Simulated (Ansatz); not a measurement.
Input and command of a plane-wave DFT calculation in Ansatz:

```yaml
crystal:
  lattice:
    - [2.997509, 0.0224813175, 0.0]
    - [0.0224813175, 2.997509, 0.0]
    - [0.0, 0.0, 2.997509]
  atoms:
    - { symbol: Al, position: [0.0, 0.0, 0.0] }
    - { symbol: Cu, position: [0.5, 0.5, 0.5] }
basis:
  ecutwfc: 420
kpoints:
  mp_grid: { grid: [16, 16, 16] }
hamiltonian:
  xc: pbesol
scf:
  occupations: { method: gaussian, width: 0.15 }
output:
  forces: true
  stress: true
  eigenvalues: true
```

```bash
ansatz run input.yaml --threads 1 --pin off --max-ram 2560MiB --backend cpu --events-out ev --progress --plain --runs-dir out
```

Processor: Intel(R) Xeon(R) Processor @ 2.50GHz (Skylake/Cascade Lake), 1 thread, on a host shared with other jobs.

Problem. Estimate time, memory and problem size.

Solution. About 28 s on 1 thread of Intel(R) Xeon(R) Processor @ 2.50GHz (Skylake/Cascade Lake), on a shared host, peak memory 0.52 GiB. It solves 15 bands at 657 k points (the mesh reduced by symmetry) with about 511 plane waves, in 6 SCF iterations.
